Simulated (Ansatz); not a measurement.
A relaxation computed with Ansatz, from input to last step.

```yaml
crystal:
  lattice:
    - [7.9766463559, 0.0, 0.0]
    - [0.0, 7.9766463559, 0.0]
    - [0.0, 0.0, 4.0073177774]
  atoms:
    - { symbol: Ca, position: [0.38, 0.88, 0.0] }
    - { symbol: Ca, position: [0.12, 0.38, 0.0] }
    - { symbol: Ca, position: [0.62, 0.12, 0.0] }
    - { symbol: Ca, position: [0.88, 0.62, 0.0] }
    - { symbol: P, position: [0.0, 0.0, 0.0] }
    - { symbol: P, position: [0.5, 0.5, 0.0] }
    - { symbol: P, position: [0.18, 0.68, 0.5] }
    - { symbol: P, position: [0.32, 0.18, 0.5] }
    - { symbol: P, position: [0.82, 0.32, 0.5] }
    - { symbol: P, position: [0.68, 0.82, 0.5] }
basis:
  ecutwfc: 420
kpoints:
  mp_grid: { grid: [2, 2, 4] }
hamiltonian:
  xc: pbe
scf:
  occupations: { method: gaussian, width: 0.1 }
  lower_state_search: "off"
output:
  forces: true
  stress: true
  eigenvalues: true
relax:
  adjacent_minimum: "off"
  f_tol: 0.04
  max_steps: 70
  cell: { stress_tol: 0.4 }
```

```bash
ansatz run input.yaml --threads 1 --pin off --max-ram 2560MiB --backend cpu --events-out ev --progress --plain --runs-dir out
```

Theory: DFT PBE, scalar-relativistic, plane waves, PAW in Ansatz.

Of 5 frames 5 are shown, positions in Å and forces in eV/Å; the SCF threshold varies from step to step. Steps run on the plane waves of an earlier cell, with a Pulay correction in the pressure. The basis is chosen afresh for the last frame, the zero of the energies, and at times for earlier ones too; energy and pressure step there, also at an unchanged geometry.

```xyz
10
Lattice="7.9766 0.0000 0.0000 0.0000 7.9766 0.0000 0.0000 0.0000 4.0073" Properties=species:S:1:pos:R:3:forces:R:3 pbc="T T T" step=1 free_energy_over_end_meV_per_atom=203.00 pressure_GPa=-6.72
Ca    3.0311    7.0194    0.0000   -1.6174   -1.6174    0.0000
Ca    0.9572    3.0311    0.0000    1.6174   -1.6174    0.0000
Ca    4.9455    0.9572    0.0000    1.6174    1.6174    0.0000
Ca    7.0194    4.9455    0.0000   -1.6174    1.6174    0.0000
P     0.0000    0.0000    0.0000    0.0000    0.0000    0.0000
P     3.9883    3.9883    0.0000    0.0000    0.0000    0.0000
P     1.4358    5.4241    2.0037    0.2139    0.2139    0.0000
P     2.5525    1.4358    2.0037   -0.2139    0.2139    0.0000
P     6.5408    2.5525    2.0037   -0.2139   -0.2139    0.0000
P     5.4241    6.5408    2.0037    0.2139   -0.2139    0.0000
10
Lattice="7.7018 0.0000 0.0000 0.0000 7.7018 0.0000 0.0000 0.0000 3.8759" Properties=species:S:1:pos:R:3:forces:R:3 pbc="T T T" step=2 free_energy_over_end_meV_per_atom=20.96 pressure_GPa=-2.63
Ca    2.7936    6.6445    0.0000   -0.3060   -0.3060    0.0000
Ca    1.0573    2.7936    0.0000    0.3060   -0.3060    0.0000
Ca    4.9081    1.0573    0.0000    0.3060    0.3060    0.0000
Ca    6.6445    4.9081    0.0000   -0.3060    0.3060    0.0000
P     0.0000    0.0000    0.0000    0.0000    0.0000    0.0000
P     3.8509    3.8509    0.0000    0.0000    0.0000    0.0000
P     1.3728    5.2237    1.9379   -0.0623   -0.0623    0.0000
P     2.4781    1.3728    1.9379    0.0623   -0.0623    0.0000
P     6.3290    2.4781    1.9379    0.0623    0.0623    0.0000
P     5.2237    6.3290    1.9379   -0.0623    0.0623    0.0000
10
Lattice="7.4616 0.0000 0.0000 0.0000 7.4616 0.0000 0.0000 0.0000 3.8938" Properties=species:S:1:pos:R:3:forces:R:3 pbc="T T T" step=3 free_energy_over_end_meV_per_atom=0.46 pressure_GPa=0.50
Ca    2.6602    6.3910    0.0000    0.0480    0.0480    0.0000
Ca    1.0706    2.6602    0.0000   -0.0480    0.0480    0.0000
Ca    4.8014    1.0706    0.0000   -0.0480   -0.0480    0.0000
Ca    6.3910    4.8014    0.0000    0.0480   -0.0480    0.0000
P     0.0000    0.0000    0.0000    0.0000    0.0000    0.0000
P     3.7308    3.7308    0.0000    0.0000    0.0000    0.0000
P     1.2948    5.0256    1.9469   -0.0627   -0.0627    0.0000
P     2.4360    1.2948    1.9469    0.0627   -0.0627    0.0000
P     6.1669    2.4360    1.9469    0.0627    0.0627    0.0000
P     5.0256    6.1669    1.9469   -0.0627    0.0627    0.0000
10
Lattice="7.4774 0.0000 0.0000 0.0000 7.4774 0.0000 0.0000 0.0000 3.9126" Properties=species:S:1:pos:R:3:forces:R:3 pbc="T T T" step=4 free_energy_over_end_meV_per_atom=-0.12 pressure_GPa=0.00
Ca    2.6640    6.4027    0.0000   -0.0291   -0.0291    0.0000
Ca    1.0747    2.6640    0.0000    0.0291   -0.0291    0.0000
Ca    4.8134    1.0747    0.0000    0.0291    0.0291    0.0000
Ca    6.4027    4.8134    0.0000   -0.0291    0.0291    0.0000
P     0.0000    0.0000    0.0000    0.0000    0.0000    0.0000
P     3.7387    3.7387    0.0000    0.0000    0.0000    0.0000
P     1.2837    5.0224    1.9563    0.0125    0.0125    0.0000
P     2.4550    1.2837    1.9563   -0.0125    0.0125    0.0000
P     6.1937    2.4550    1.9563   -0.0125   -0.0125    0.0000
P     5.0224    6.1937    1.9563    0.0125   -0.0125    0.0000
10
Lattice="7.4774 0.0000 0.0000 0.0000 7.4774 0.0000 0.0000 0.0000 3.9126" Properties=species:S:1:pos:R:3:forces:R:3 pbc="T T T" step=5 free_energy_over_end_meV_per_atom=0.00 pressure_GPa=0.00
Ca    2.6640    6.4027    0.0000   -0.0291   -0.0291    0.0000
Ca    1.0747    2.6640    0.0000    0.0291   -0.0291    0.0000
Ca    4.8134    1.0747    0.0000    0.0291    0.0291    0.0000
Ca    6.4027    4.8134    0.0000   -0.0291    0.0291    0.0000
P     0.0000    0.0000    0.0000    0.0000    0.0000    0.0000
P     3.7387    3.7387    0.0000    0.0000    0.0000    0.0000
P     1.2837    5.0224    1.9563    0.0125    0.0125    0.0000
P     2.4550    1.2837    1.9563   -0.0125    0.0125    0.0000
P     6.1937    2.4550    1.9563   -0.0125   -0.0125    0.0000
P     5.0224    6.1937    1.9563    0.0125   -0.0125    0.0000
```

The start puts this composition into another compound's structure type, which needn't suit it. At the end the space group is P4/mbm (tolerance 0.05 Å).

It took 38 s on 1 thread of Arm Neoverse V2, with other jobs on the host, peak memory 0.45 GiB.

The k mesh is coarse.